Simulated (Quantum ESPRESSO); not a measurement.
## Calculated data, Li2TaCuPt3W (simulated cell), Li3InSnPtW2 (simulated cell), Li3MgTa3Ag (simulated cell)

Computed with Quantum ESPRESSO 7.5. Calculation on a made-up metal alloy cell, not a measurement, run again with a planted mistake, found by running each candidate: no spin or spin-orbit, unrelaxed, 2900 K smearing, stress positive in tension, cell energy less the intended atoms' offsets; periodic Kohn-Sham density functional theory in plane waves with PseudoDojo standard norm-conserving scalar-relativistic pseudopotentials, each functional with its own files (v0.5 for PBE, v0.4.1 for LDA and PBEsol), eight atoms on drawn sites of a strained close-packed or body-centred lattice, each displaced and held fixed; the energy is the cell's free energy, ions and the entropy term -TS included, at the stated Fermi-Dirac width, less a fixed offset for each atom's element (shifted free energy); compositions with an open d shell lost a parallel starting moment in a cheaper test run, and other magnetic orders were not tried; an error bar is the largest change of its kind in a tighter rerun, never given below 0.002 eV, 0.02 GPa or 0.003 eV/angstrom, and covers cutoff and k-mesh only, not smearing or the files.

Settings shared by all entries: intended functional pbe; fermi dirac smearing 0.25 eV; intended electrons removed 0; candidate functional lda; structure shown the intended cell.

Notes on all entries: heavy elements are run without spin-orbit coupling, which real alloys of them have; a spin test at this wide smearing found no moment, but such smearing suppresses magnetism that the real alloy may have; another functional or element uses other pseudopotential files, so its energy jump is mostly a change of zero; lattice, volume and sites are drawn at random and may be unstable or far from any real phase; energies are for the whole cell, less offsets fitted to these runs, so they are not formation energies.

(1) Li2TaCuPt3W (simulated cell)

```
CELL_PARAMETERS angstrom
0.00000 -2.01090 -2.01090
-6.03260 -2.01090 0.00000
-2.01090 4.02170 -6.03260
ATOMIC_POSITIONS crystal
Cu 0.00077 0.98831 0.99981
Pt 0.11619 0.13962 0.61124
Pt 0.25222 0.25270 0.24386
Li 0.36730 0.38973 0.87021
Li 0.49790 0.51413 0.49663
Pt 0.64917 0.63827 0.11799
Ta 0.75243 0.74562 0.74778
W 0.87342 0.88905 0.37570
```

- lattice type: face-centred cubic
- cutoff: 1252 eV
- healthy entropy term negative ts: -1.181 eV
- healthy pressure: -10.6 GPa
- healthy stress xx: 10.28 GPa
- healthy stress yy: 10.79 GPa
- healthy stress zz: 10.75 GPa
- healthy stress yz: -0.18 GPa
- healthy stress xz: 0.41 GPa
- healthy stress xy: -0.94 GPa
- faulty entropy term negative ts: -1.184 eV
- faulty pressure: -10.51 GPa
- faulty stress xx: 9.97 GPa
- faulty stress yy: 11.08 GPa
- faulty stress zz: 10.48 GPa
- faulty stress yz: -0.17 GPa
- faulty stress xz: 0.53 GPa
- faulty stress xy: -0.82 GPa
- candidate first exchanged site: 1
- candidate second exchanged site: 8
- candidate length scale change: 0.53 percent
- candidate misplaced site: 7
- candidate misplaced along: z
- candidate misplaced by: -0.11 Å
- k mesh: 8 x 4 x 3 shifted half a step off Gamma on each axis
- healthy shifted free energy: -0.554 eV
- faulty shifted free energy: -0.487 eV
- fault kind: atom misplaced (misplaced site 7, misplaced along z, misplaced by -0.11 Å)

Atoms:
```
atoms element  atom site  atom energy offset (eV)
           Cu          1                 -5159.25
           Pt          2                 -3554.29
           Pt          3                 -3554.29
           Li          4                  -195.67
           Li          5                  -195.67
           Pt          6                 -3554.29
           Ta          7                 -1771.44
            W          8                 -2063.48
```

Healthy forces:
```
site  x (eV/Å)  y (eV/Å)  z (eV/Å)
   1     -0.31    -0.169     0.044
   2      0.77     0.749    -0.893
   3     0.323     -0.27     0.215
   4     1.073     0.506    -0.548
   5     1.166    -0.201     0.239
   6    -0.108     0.311    -0.011
   7    -2.256    -0.309     0.334
   8    -0.658    -0.617      0.62
```

Faulty forces:
```
site  x (eV/Å)  y (eV/Å)  z (eV/Å)
   1    -0.434    -0.172    -0.048
   2     0.855     0.749    -0.945
   3     0.364    -0.239     0.189
   4     1.207     0.486    -0.666
   5      1.09    -0.187     0.122
   6    -0.047     0.394    -0.112
   7    -2.239    -0.548     0.899
   8    -0.795    -0.483     0.562
```

Candidate mistake: atoms exchanged, cell scaled, wrong functional, atom misplaced

Notes: the copper pseudopotential is less sure than most, with forces differing by about three percent and pressure by about two GPa from a second method on plain copper; error bars of the healthy run: energy 0.0074 eV, stress 0.059 GPa, force 0.011 eV/Å, from a tighter rerun of this or a related cell; largest difference from healthy 50 error bars; largest difference from nearest other mistake 48 error bars.

(2) Li3InSnPtW2 (simulated cell)

```
CELL_PARAMETERS angstrom
4.46890 -2.58010 0.00000
-2.97930 0.00000 -4.81990
2.97930 5.16030 0.00000
ATOMIC_POSITIONS crystal
Li 0.00127 0.99473 0.01575
In 0.00019 0.00633 0.48230
Li 0.10512 0.50773 0.38510
Li 0.08302 0.49532 0.87799
W 0.51436 0.99452 0.26568
Sn 0.50762 0.00228 0.75085
Pt 0.57046 0.49080 0.11050
W 0.60148 0.49414 0.63777
```

* lattice type: hexagonal close-packed
* cutoff: 1252 eV
* healthy entropy term negative ts: -1.239 eV
* healthy pressure: -8.12 GPa
* healthy stress xx: 2.5 GPa
* healthy stress yy: 9.85 GPa
* healthy stress zz: 12 GPa
* healthy stress yz: -3.52 GPa
* healthy stress xz: 2.81 GPa
* healthy stress xy: 3.78 GPa
* faulty entropy term negative ts: -1.434 eV
* faulty pressure: -8.27 GPa
* faulty stress xx: 5.4 GPa
* faulty stress yy: 9.08 GPa
* faulty stress zz: 10.33 GPa
* faulty stress yz: -2.11 GPa
* faulty stress xz: 1.93 GPa
* faulty stress xy: 0.36 GPa
* candidate first exchanged site: 4
* candidate second exchanged site: 6
* candidate length scale change: 1.1 percent
* candidate wrong element site: 8
* candidate wrong element: Cu
* candidate misplaced site: 2
* candidate misplaced along: y
* candidate misplaced by: -0.06 Å
* k mesh: 5 x 5 x 4 shifted half a step off Gamma on each axis
* healthy shifted free energy: 0.015 eV
* faulty shifted free energy: 0.24 eV
* fault kind: atoms exchanged (first exchanged site 4, second exchanged site 6)

Atoms:
```
atoms element  atom site  atom energy offset (eV)
           Li          1                  -195.67
           In          2                 -1808.02
           Li          3                  -195.67
           Li          4                  -195.67
            W          5                 -2063.48
           Sn          6                 -2144.16
           Pt          7                 -3554.29
            W          8                 -2063.48
```

Healthy forces:
```
site  x (eV/Å)  y (eV/Å)  z (eV/Å)
   1      0.14    -0.207    -0.069
   2     0.493    -0.448     0.418
   3    -0.179    -0.091     0.191
   4     0.312     0.054    -0.164
   5    -0.487     0.312    -1.558
   6     0.575     1.097     0.444
   7     0.036    -0.199    -0.188
   8     -0.89    -0.517     0.925
```

Faulty forces:
```
site  x (eV/Å)  y (eV/Å)  z (eV/Å)
   1     0.169    -0.308    -0.149
   2     0.727     -0.03     0.908
   3    -0.224    -0.125     0.108
   4     0.215     0.134    -0.985
   5     -0.76      0.75    -1.586
   6    -0.036       0.3     0.055
   7     0.294      0.07     0.176
   8    -0.385    -0.791     1.474
```

Candidate mistake: atoms exchanged, cell scaled, wrong functional, wrong element, atom misplaced

Notes: the copper pseudopotential is less sure than most, with forces differing by about three percent and pressure by about two GPa from a second method on plain copper; the tin pseudopotential is less sure than most, with forces differing by about three percent from a second method on plain tin; error bars of the healthy run: energy 0.0037 eV, stress 0.034 GPa, force 0.013 eV/Å, from a tighter rerun of this or a related cell; largest difference from healthy 100 error bars; largest difference from nearest other mistake 98 error bars.

(3) Li3InSnPtW2 (simulated cell)

Structure as in entry 2.

* lattice type: hexagonal close-packed
* cutoff: 1252 eV
* healthy entropy term negative ts: -1.239 eV
* healthy pressure: -8.12 GPa
* healthy stress xx: 2.5 GPa
* healthy stress yy: 9.85 GPa
* healthy stress zz: 12 GPa
* healthy stress yz: -3.52 GPa
* healthy stress xz: 2.81 GPa
* healthy stress xy: 3.78 GPa
* faulty entropy term negative ts: -1.289 eV
* faulty pressure: -10.02 GPa
* faulty stress xx: 4.66 GPa
* faulty stress yy: 11.69 GPa
* faulty stress zz: 13.7 GPa
* faulty stress yz: -3.43 GPa
* faulty stress xz: 2.84 GPa
* faulty stress xy: 3.67 GPa
* candidate first exchanged site: 4
* candidate second exchanged site: 6
* candidate length scale change: 1.1 percent
* candidate wrong element site: 8
* candidate wrong element: Cu
* candidate misplaced site: 2
* candidate misplaced along: y
* candidate misplaced by: -0.06 Å
* k mesh: 5 x 5 x 4 shifted half a step off Gamma on each axis
* healthy shifted free energy: 0.015 eV
* faulty shifted free energy: 0.296 eV
* fault kind: cell scaled (length scale change 1.1 percent)

Atoms:
```
atoms element  atom site  atom energy offset (eV)
           Li          1                  -195.67
           In          2                 -1808.02
           Li          3                  -195.67
           Li          4                  -195.67
            W          5                 -2063.48
           Sn          6                 -2144.16
           Pt          7                 -3554.29
            W          8                 -2063.48
```

Healthy forces:
```
site  x (eV/Å)  y (eV/Å)  z (eV/Å)
   1      0.14    -0.207    -0.069
   2     0.493    -0.448     0.418
   3    -0.179    -0.091     0.191
   4     0.312     0.054    -0.164
   5    -0.487     0.312    -1.558
   6     0.575     1.097     0.444
   7     0.036    -0.199    -0.188
   8     -0.89    -0.517     0.925
```

Faulty forces:
```
site  x (eV/Å)  y (eV/Å)  z (eV/Å)
   1     0.137    -0.181    -0.043
   2     0.405    -0.442     0.431
   3    -0.164    -0.087     0.168
   4     0.293     0.047    -0.165
   5    -0.339     0.398    -1.556
   6     0.507     0.954     0.338
   7    -0.022    -0.233    -0.215
   8    -0.816    -0.457      1.04
```

Candidate mistake: atoms exchanged, cell scaled, wrong functional, wrong element, atom misplaced

Notes: the copper pseudopotential is less sure than most, with forces differing by about three percent and pressure by about two GPa from a second method on plain copper; the tin pseudopotential is less sure than most, with forces differing by about three percent from a second method on plain tin; error bars of the healthy run: energy 0.0037 eV, stress 0.034 GPa, force 0.013 eV/Å, from a tighter rerun of this or a related cell; largest difference from healthy 77 error bars; largest difference from nearest other mistake 81 error bars.

(4) Li3InSnPtW2 (simulated cell)

Structure as in entry 2.

- lattice type: hexagonal close-packed
- cutoff: 1252 eV
- healthy entropy term negative ts: -1.239 eV
- healthy pressure: -8.12 GPa
- healthy stress xx: 2.5 GPa
- healthy stress yy: 9.85 GPa
- healthy stress zz: 12 GPa
- healthy stress yz: -3.52 GPa
- healthy stress xz: 2.81 GPa
- healthy stress xy: 3.78 GPa
- faulty entropy term negative ts: -1.255 eV
- faulty pressure: -13.99 GPa
- faulty stress xx: 8.18 GPa
- faulty stress yy: 15.85 GPa
- faulty stress zz: 17.95 GPa
- faulty stress yz: -3.74 GPa
- faulty stress xz: 3.23 GPa
- faulty stress xy: 4.15 GPa
- candidate first exchanged site: 4
- candidate second exchanged site: 6
- candidate length scale change: 1.1 percent
- candidate wrong element site: 8
- candidate wrong element: Cu
- candidate misplaced site: 2
- candidate misplaced along: y
- candidate misplaced by: -0.06 Å
- k mesh: 5 x 5 x 4 shifted half a step off Gamma on each axis
- healthy shifted free energy: 0.015 eV
- faulty shifted free energy: 12.997 eV
- fault kind: wrong functional (functional lda)

Atoms:
```
atoms element  atom site  atom energy offset (eV)
           Li          1                  -195.67
           In          2                 -1808.02
           Li          3                  -195.67
           Li          4                  -195.67
            W          5                 -2063.48
           Sn          6                 -2144.16
           Pt          7                 -3554.29
            W          8                 -2063.48
```

Healthy forces:
```
site  x (eV/Å)  y (eV/Å)  z (eV/Å)
   1      0.14    -0.207    -0.069
   2     0.493    -0.448     0.418
   3    -0.179    -0.091     0.191
   4     0.312     0.054    -0.164
   5    -0.487     0.312    -1.558
   6     0.575     1.097     0.444
   7     0.036    -0.199    -0.188
   8     -0.89    -0.517     0.925
```

Faulty forces:
```
site  x (eV/Å)  y (eV/Å)  z (eV/Å)
   1      0.15    -0.168    -0.041
   2      0.37    -0.477       0.5
   3    -0.161     -0.09     0.166
   4     0.307     0.044    -0.157
   5    -0.276     0.476    -1.648
   6      0.49     0.923     0.274
   7     0.002    -0.267    -0.244
   8    -0.882     -0.44     1.149
```

Candidate mistake: atoms exchanged, cell scaled, wrong functional, wrong element, atom misplaced

Notes: the copper pseudopotential is less sure than most, with forces differing by about three percent and pressure by about two GPa from a second method on plain copper; the tin pseudopotential is less sure than most, with forces differing by about three percent from a second method on plain tin; error bars of the healthy run: energy 0.0037 eV, stress 0.034 GPa, force 0.013 eV/Å, from a tighter rerun of this or a related cell; largest difference from healthy 3542 error bars; largest difference from nearest other mistake 3465 error bars.

(5) Li3MgTa3Ag (simulated cell)

```
CELL_PARAMETERS angstrom
4.59680 -2.65400 0.00000
-3.06450 0.00000 -4.83530
3.06450 5.30790 0.00000
ATOMIC_POSITIONS crystal
Ta 0.96469 0.97326 0.98576
Ag 0.01176 0.98877 0.51333
Li 0.07737 0.50899 0.38641
Ta 0.08776 0.48169 0.87012
Li 0.48421 0.98412 0.24422
Ta 0.49218 0.99204 0.75545
Mg 0.58802 0.52853 0.13384
Li 0.58997 0.50462 0.66436
```

- lattice type: hexagonal close-packed
- cutoff: 1143 eV
- healthy entropy term negative ts: -1.391 eV
- healthy pressure: -6.77 GPa
- healthy stress xx: 7.48 GPa
- healthy stress yy: 5.79 GPa
- healthy stress zz: 7.06 GPa
- healthy stress yz: 1.88 GPa
- healthy stress xz: 1.19 GPa
- healthy stress xy: -2.62 GPa
- faulty entropy term negative ts: -1.658 eV
- faulty pressure: -6.5 GPa
- faulty stress xx: 10.76 GPa
- faulty stress yy: 11.73 GPa
- faulty stress zz: -2.97 GPa
- faulty stress yz: -0.8 GPa
- faulty stress xz: -0.43 GPa
- faulty stress xy: -0.4 GPa
- candidate first exchanged site: 4
- candidate second exchanged site: 5
- candidate length scale change: 0.58 percent
- candidate wrong element site: 3
- candidate wrong element: Pt
- candidate misplaced site: 4
- candidate misplaced along: x
- candidate misplaced by: 0.22 Å
- k mesh: 5 x 5 x 4 shifted half a step off Gamma on each axis
- healthy shifted free energy: 1.405 eV
- faulty shifted free energy: 1.92 eV
- fault kind: ?

Atoms:
```
atoms element  atom site  atom energy offset (eV)
           Ta          1                 -1771.44
           Ag          2                 -4218.03
           Li          3                  -195.67
           Ta          4                 -1771.44
           Li          5                  -195.67
           Ta          6                 -1771.44
           Mg          7                 -1616.19
           Li          8                  -195.67
```

Healthy forces:
```
site  x (eV/Å)  y (eV/Å)  z (eV/Å)
   1     0.404     -1.17    -1.222
   2    -0.479     -0.38    -0.077
   3     0.015    -0.057     0.321
   4    -0.654     0.483    -0.126
   5    -0.086     0.195    -0.285
   6     0.869     1.001      0.14
   7     0.326     0.449     0.866
   8    -0.396    -0.521     0.383
```

Faulty forces:
```
site  x (eV/Å)  y (eV/Å)  z (eV/Å)
   1     0.653     0.002    -1.061
   2    -0.502    -0.041    -0.054
   3    -0.035     0.079      0.43
   4     -0.13     0.045     0.084
   5    -0.775    -0.901    -0.509
   6     0.759      0.87    -0.482
   7     0.515     0.417     1.189
   8    -0.484    -0.471     0.402
```

Candidate mistake: atoms exchanged, cell scaled, wrong functional, wrong element, atom misplaced

Notes: error bars of the healthy run: energy 0.002 eV, stress 0.02 GPa, force 0.0064 eV/Å, from a tighter rerun of this or a related cell; largest difference from healthy 501 error bars; largest difference from nearest other mistake 502 error bars.

To be estimated
1. What fault kind does the calculation give for Li3MgTa3Ag (simulated cell) (entry 5)?

Answers
1. atoms exchanged (first exchanged site 4, second exchanged site 5)
